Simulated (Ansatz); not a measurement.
The elements of this relaxed trial crystal are hidden behind letters.

```
lattice vectors (Å)
   6.7306    0.0000    0.0000
  -3.3653    5.8289    0.0000
   0.0000    0.0000    6.3887
fractional positions
X 0.0000 0.0000 0.0004
X 0.6667 0.6667 0.4997
X 0.3333 0.0000 0.4997
X 0.0000 0.3333 0.4997
Z 0.3333 0.6667 0.0010
Z 0.6667 0.3333 0.0010
Q 0.3333 0.6667 0.3758
Q 0.0000 0.0000 0.3745
Q 0.6667 0.3333 0.3758
Q 0.6671 0.6671 0.8742
Q 0.3329 0.0000 0.8742
Q 0.0000 0.3329 0.8742
```

Computed with Ansatz, DFT PBE, scalar-relativistic, plane waves, PAW. Plane waves to 420 eV, a 6×6×4 mesh through Γ for the 12-atom cell and 0.02 eV Gaussian smearing; no spin polarisation.

| Quantity | Value |
| --- | --- |
| Space group | P31m (No. 157) |
| Conventional cell | a = 6.731 Å, c = 6.389 Å |
| Volume per atom | 20.89 Å³ |
| Density | 2.87 g/cm³ |
| Formation energy | −0.558 eV/atom |
| Gap on the 6×6×4 mesh of the 12-atom cell | 1.71 eV |

Energies are uncorrected and count from the elements' standard states at the same level.

Question: X is a p-block element of period 3, Z is a p-block element of period 4 and Q is a p-block element of period 3. Which elements are they?

Answer: X = Al, Z = Ga, Q = P, so the formula is Al2GaP3. Density times volume gives a mean mass of 2.87 × 20.89/1.6605 = 36.1 u per atom, and this set has 36.1 u. Al on a site of symmetry 3m is surrounded by 4 P at 2.38–2.39 Å; Ga has 4 P at 2.39–2.40 Å; around P on a site of symmetry 3 lie 3 Al at 2.38 Å and 1 Ga at 2.40 Å; 3 more sites not described. Other sets within the hints have nearly the same mass, so mass alone doesn't settle it; this one was computed.

Kohn–Sham gaps at this level usually fall short of measured ones. A structure relaxed within its symmetry needn't be a true minimum.
